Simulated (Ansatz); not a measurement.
ZnSe (zinc blende, F-43m), LDA in the plane-wave PAW code Ansatz. The conduction-band minimum lies at Γ, with 1 equivalent valley. Second derivatives d²E/dk² of the lowest band at one valley (eV·Å²), along Cartesian directions:

| direction | d²E/dk² |
|---|---|
| [100] | 84.68 |
| [010] | 84.68 |
| [001] | 84.68 |
| [110] | 84.58 |
| [101] | 84.58 |
| [011] | 84.58 |

Find the principal effective masses, the density-of-states mass and the conductivity mass.

Off-diagonal terms follow from H_xy = H[110] − (H_xx + H_yy)/2, and m*/mₑ = 7.620 eV·Å² over each eigenvalue: 0.090, 0.090, 0.090. One valley's DOS mass (m₁m₂m₃)^(1/3) = 0.090, conductivity mass 3/(Σ 1/mᵢ) = 0.090 mₑ.

What effective density of states Nc follows at 300 K for parabolic valleys?

Nc = 2.509e19 × 1 × (0.090)^(3/2) ≈ 6.8e17 cm⁻³.

With the computed static dielectric constant 10.1 (mean of the diagonal), estimate a hydrogenic donor's binding energy and radius.

E = 13.606 eV × 0.090/10.1² ≈ 12 meV; a = 0.529 Å × ε/m* ≈ 59 Å. Semilocal masses tend to be too small when the gap is underestimated.

With ε∞ = 7.51 and ω_LO = 253 cm⁻¹, what Fröhlich coupling constant follows?

α = (1/ε∞ − 1/ε0) √(m* × 13.606 eV/ħω_LO) = 0.21.

Symmetry was held in the LDA relaxation. Spin–orbit coupling is left out wherever it is not named.

Potentials: the earlier of the program's two PAW sets. The files were generated under PBE; for other functionals the program regenerates the frozen cores, and for LDA and PBEsol the local potential too.
